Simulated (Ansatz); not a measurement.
IrO2 (fluorite, Fm-3m) at seven volumes, plane-wave PAW PBE (Ansatz code), scaled uniformly. One row is withheld.

| V (Å³/atom) | P (GPa) |
|---|---|
| 9.221 | 32.85 |
| 9.525 | ? |
| 9.829 | 9.12 |
| 10.133 | 0.00 |
| 10.437 | -7.67 |
| 10.741 | -14.12 |
| 11.045 | -19.52 |

**Question.** Fit the shown pressures and predict the withheld one.

**Answer.** P = (3/2)B₀(x^(7/2) − x^(5/2))[1 + (3/4)(B′ − 4)(x − 1)] with x = (V₀/V)^(2/3). Least squares on the six rows gives V₀ = 10.133 Å³/atom, B₀ = 278 GPa, B′ = 4.76. At V = 9.525, x = 1.0421 and P = 19.94 GPa. The run itself gave 19.97 GPa.

The cell is a constructed one: a structure type filled with these elements; neither database checked (COD, Materials Project) lists it. It is not the phase usual at ambient conditions (space group No. 136). The cell was relaxed with PBE under the symmetry of its start; whether a distortion lowers the energy is not shown. The run is not spin-polarised. Scalar-relativistic: spin–orbit coupling is off unless named, which matters more the heavier the elements.

Potentials: the later of the program's two PAW sets.
